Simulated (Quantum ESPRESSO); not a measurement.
BP (zinc blende, space group F-43m, No. 216) has an indirect gap of 1.12 eV with PBEsol (pw.x of Quantum ESPRESSO, ONCV potentials, no spin-orbit coupling). After an isotropic strain (on all lattice vectors, atoms relaxed) the gap is indirect, 0.99 eV.

Question: Which strain was applied?
A) -1.5 %
B) -3 %
C) +2 %
D) -0.7 %
E) +1 %

Answer: B, -3 %. Gaps found: -3 %: 0.99 eV (indirect); -1.5 %: 1.05 eV (indirect); -0.7 %: 1.09 eV (indirect); 0 %: 1.12 eV (indirect); 1 %: 1.16 eV (indirect); 2 %: 1.20 eV (indirect).
